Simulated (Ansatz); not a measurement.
## Zr₂B: relaxation step by step

The cell of Zr₂B is invented: random cell by space group and Wyckoff sites (F-43m, No. 216). The dimensions are guesses.

```
Zr B
1.0
     0.00000    2.45258    2.45258
     2.45258    0.00000    2.45258
     2.45258    2.45258    0.00000
Zr B
2 1
Direct
  0.25000 0.25000 0.25000
  0.00000 0.00000 0.00000
  0.75000 0.75000 0.75000
```

All numbers below come from DFT PBE, scalar-relativistic, plane waves, PAW (Ansatz). Cutoff 420 eV, Gaussian smearing, Γ-centred meshes. Cell and atoms relax first on a coarse mesh and then on a finer one. In between, the cell is made exact in the group found at 0.06 Å. In metals the finer mesh still leaves noise of several meV/atom or more. The steps can't lower the symmetry of their start. Collinear spin is switched on along the way, since trial moments persisted in a coarse test.

Steps on the 6×6×6 mesh (3 atoms, 10 steps). The free energy counts from the last step; the plane-wave basis is renewed at times, which shifts energy and pressure.

| step | ΔF (meV/atom) | V (Å³/atom) | P (GPa) |
| --- | --- | --- | --- |
| 1 | 3382.2 | 9.84 | 217.12 |
| 2 | 1826.0 | 11.34 | 123.71 |
| 3 | 869.1 | 13.00 | 67.10 |
| 4 | 334.1 | 14.81 | 31.50 |
| 5 | 94.8 | 16.84 | 9.06 |
| 6 | 59.5 | 18.21 | 0.22 |
| 7 | 6.1 | 18.21 | 2.86 |
| 8 | 0.5 | 18.78 | 0.51 |
| 9 | 0.3 | 18.91 | 0.01 |
| 10 | 0.0 | 18.91 | 0.01 |

The relaxed structure, after a last relaxation on the converged mesh:

```cif
data_structure
_symmetry_space_group_name_H-M 'F-43m'
_symmetry_Int_Tables_number 216
_cell_length_a 6.2154
_cell_length_b 6.2154
_cell_length_c 6.2154
_cell_angle_alpha 90.000
_cell_angle_beta 90.000
_cell_angle_gamma 90.000
_cell_volume 240.10
loop_
_atom_site_label
_atom_site_type_symbol
_atom_site_symmetry_multiplicity
_atom_site_Wyckoff_symbol
_atom_site_fract_x
_atom_site_fract_y
_atom_site_fract_z
_atom_site_occupancy
Zr1 Zr 4 d 0.25000 0.25000 0.75000 1
Zr2 Zr 4 a 0.00000 0.00000 0.00000 1
B1 B 4 c 0.25000 0.25000 0.25000 1
```

The symmetry stays F-43m (No. 216). The volume per atom grows by 103.4 %, from 9.8 to 20.0 Å³. The shortest distance goes from 2.12 Å (Zr–B and Zr–Zr) to 2.69 Å (Zr–B and Zr–Zr). The energy falls by about 3.4 eV/atom (the start's value is from the coarse mesh). Zr on its first site has 4 Zr at 2.69 Å and 6 B at 3.11 Å; around Zr on its second site lie 4 B at 2.69 Å and 4 Zr at 2.69 Å; B is surrounded by 4 Zr at 2.69 Å and 6 Zr at 3.11 Å.

For Zr₂B, the volume per atom is 20.01 Å³, the density is 5.35 g/cm³ and the energy over the elements is +1.39 eV/atom. The gap on the 14×14×14 mesh of the 3-atom cell is 0 eV (a metal), the net moment per atom is 0.81 μB and the moment by site is Zr 0.9, 0.7 μB.

Energies over the elements count from the elements' standard structures at the same level, with no fitted energy shifts.

The last run used collinear spin and Gaussian smearing of 0.10 eV. Another magnetic order may lie lower. A structure relaxed within its symmetry needn't be a true minimum. In all, the 4 runs took 5.9 min on 1 thread of Intel(R) Xeon(R) Platinum 8259CL CPU @ 2.50GHz (Skylake/Cascade Lake) (shared host). Another cell of Zr2B relaxed alike but without spin, in Fm-3m, lies 1.60 eV/atom lower, so this cell isn't the stable form at this level. Site moments count only spheres around the atoms; the net moment includes the space between them.
